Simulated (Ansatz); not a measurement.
Si:
```xyz
2
Lattice="0.0000 2.7220 2.7220 2.7220 0.0000 2.7220 2.7220 2.7220 0.0000" Properties=species:S:1:pos:R:3 pbc="T T T"
Si     4.0830     4.0830     4.0830
Si     2.7220     2.7220     2.7220
```

Relaxed with r²SCAN. DFT-r²SCAN in the program Ansatz with PAW potentials gives a gap of 0.77 eV.

Question: What gap does HSE06 give on the same cell (Ansatz, PAW)?

Answer: 1.14 eV, 0.37 eV more. The hybrid was solved on a coarser mesh and at special points; its gap is the smallest among all of these.

| k | v1 r²SCAN | c1 r²SCAN | v1 HSE06 | c1 HSE06 |
|---|---|---|---|---|
| Γ | 0.00 | 2.74 | (withheld) | (withheld) |
| X | -3.00 | 0.92 | (withheld) | (withheld) |
| L | -1.27 | 1.84 | (withheld) | (withheld) |
| W | -4.00 | 4.59 | (withheld) | (withheld) |
| K | -2.55 | 1.43 | -2.64 | 1.82 |

Question: Top valence (v1) and lowest conduction level (c1) in eV from each method's valence maximum (which need not be a listed point): supply the withheld HSE06 values.

Answer: 
- L, v1 HSE06: -1.31
- L, c1 HSE06: 2.20
- Γ, v1 HSE06: 0.00
- Γ, c1 HSE06: 3.31
- X, v1 HSE06: -3.12
- X, c1 HSE06: 1.29
- W, v1 HSE06: -4.17
- W, c1 HSE06: 5.03

Cost on shared cores: the r²SCAN run (SCF on a 9×9×9 mesh, then bands and DOS) around 20 core-seconds (rough), the HSE06 run (SCF on 7×7×7, then a few points) very roughly 120 core-seconds; the tasks are unlike.

Space group Fd-3m (diamond). The r²SCAN relaxation kept the symmetry of its start; phonons on a q-mesh show no instability.

Potentials: the earlier of the program's two PAW sets.
